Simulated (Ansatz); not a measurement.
Relaxed PbS (rock salt):

```xyz
4
Lattice="0.0000 6.0089 6.0089 3.0045 0.0000 3.0045 3.0045 3.0045 0.0000" Properties=species:S:1:pos:R:3 pbc="T T T"
S      0.0000     0.0000     0.0000
S      3.0045     6.0089     3.0045
Pb     3.0045     3.0045     3.0045
Pb     3.0045     6.0089     6.0089
```

A phonon eigenvector at L = (0.5, 0.0, 0.0) is frozen into this cell: atom i moves by Q times the vector below, so Q is the largest atomic displacement, in Å. The cell is held. (q is in reciprocal vectors of the primitive cell; the cell shown is doubled to hold the pattern.)

| atom | x | y | z |
|---|---|---|---|
| Pb3 | 0.577 | -0.577 | -0.577 |
| Pb4 | -0.577 | 0.577 | 0.577 |

Atoms not listed stay in place.

The numbers are results of PBE (plane waves to 420 eV, PAW, scalar-relativistic; Ansatz, a quantum-chemistry and plane-wave program), not measurements. k mesh 5×10×10 (Γ-centred), Fermi-Dirac smearing 0.05 eV. The energy includes the smearing's −TS. Stress and pressure are positive under compression. PbS was relaxed with its symmetry unable to fall. Spin-orbit coupling is left out, though Pb is heavy. The zero of ΔE is the undisplaced structure.

```tsv
Q (Å)	ΔE (eV/cell)	P (GPa)	−dE/dQ from forces (eV/Å)
-0.280	0.620	1.55	4.350
-0.233	0.433	1.08	3.666
-0.187	0.279	0.69	2.960
-0.140	0.157	0.39	2.236
-0.093	0.070	0.17	1.498
-0.047	0.018	0.04	0.751
0.000	0.000	0.00	0.000
0.047	0.018	0.04	-0.751
0.093	0.070	0.17	-1.498
0.140	0.157	0.39	-2.236
0.187	0.279	0.69	-2.960
0.233	0.433	1.08	-3.666
0.280	0.620	1.55	-4.350
```

What the scan shows:

* **Energy at Q = 0.280 Å**: 620 meV/cell
* **Space group of the distorted cell**: R-3m (No. 166), lowered from Fm-3m
* **Symmetry of the curve**: even: the same for both signs
* **Shape of the curve**: a single well with its minimum at or next to zero displacement
* **Harmonic wavenumber from the curvature (finite differences)**: 103 cm⁻¹
* **Wavenumber by perturbation theory (DFPT, on another k mesh)**: 103 cm⁻¹

(A displaced cell: forces are minus the slopes of the energy, force constants its curvatures, and phonons follow from these.)
